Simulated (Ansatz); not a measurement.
Here is the system:

SnS$_{2}$:
```cif
data_S4Sn2
_chemical_formula_sum 'Sn2 S4'
_space_group_name_H-M_alt 'P 1'
_space_group_IT_number 1
_cell_length_a 6.19829
_cell_length_b 6.19829
_cell_length_c 3.80787
_cell_angle_alpha 90.000
_cell_angle_beta 90.000
_cell_angle_gamma 90.000
loop_
_space_group_symop_operation_xyz
  'x, y, z'
loop_
_atom_site_label
_atom_site_type_symbol
_atom_site_fract_x
_atom_site_fract_y
_atom_site_fract_z
_atom_site_occupancy
Sn1 Sn 0.00000 0.00000 0.00000 1
Sn2 Sn 0.50000 0.50000 0.50000 1
S1 S 0.30824 0.30824 0.00000 1
S2 S 0.80824 0.19176 0.50000 1
S3 S 0.19176 0.80824 0.50000 1
S4 S 0.69176 0.69176 0.00000 1
```

This is the PBE-relaxed structure.

Q: All from DFT-PBE in the program Ansatz with PAW potentials, unless another level is named. Predict the electronic character.

A: metallic (no gap).

Q: Predict the formation energy from the elements (no fitted shifts).

A: -200 meV/atom.

Q: Give the density of states at the Fermi level.

A: 0.05 states/eV per atom (mean over ±0.08 eV).

Space group P4_2/mnm (rutile). The cell is a constructed one: a structure type filled with these elements; neither database checked (COD, Materials Project) lists it. It is not the phase usual at ambient conditions (space group No. 164). The PBE relaxation kept the symmetry of its start; its stability against distortions is not shown here. The references are the lowest solids computed at this level, not always the standard phases. Spin–orbit coupling is left out wherever it is not named.

Potentials: the later of the program's two PAW sets.
